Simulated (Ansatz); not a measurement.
A geometry of B away from equilibrium: the start of the relaxation of a relaxed B cell displaced along its unstable phonon at q = (½, 0, 0) of its primitive reciprocal cell (281i cm⁻¹), largest move 0.15 Å. Level of theory: PBE (plane waves to 420 eV, PAW, scalar-relativistic; Ansatz, a first-principles code). Γ-centred k-mesh 21×21×4 on the run's cell (coarser than for final values), Fermi–Dirac smearing 0.05 eV.

```xyz
4
Lattice="3.4235 0.0000 0.0000 -0.8559 1.4824 0.0000 0.0000 0.0000 8.0056" Properties=species:S:1:pos:R:3:forces:R:3 pbc="T T T" free_energy=-620.967 pressure_GPa=-3.6
B      0.0000     0.9883     1.8514   -0.0020   -0.0012   -0.4119
B      1.7117     0.9883     2.1514   -0.0020   -0.0012    0.4119
B      0.8559     0.4941     5.8542    0.0020    0.0012   -0.4119
B      2.5676     0.4941     6.1542    0.0020    0.0012    0.4119
```

Positions in Å, forces in eV/Å, free energy of the cell in eV (comparable only within this code, potentials and settings). Largest force: 0.41 eV/Å, on B1, B2, B3, B4 (atoms numbered as listed); the geometry lies 0.20 eV/atom above the end of its relaxation.

No spin polarisation in the result.

The run could not lose the symmetry of its start, so the end can be a saddle point.

The end of the path is a generated cell of B: the first start was made by placing the elements on the sites of a structure type, and the end was not matched to a known phase here, so it may be hypothetical.
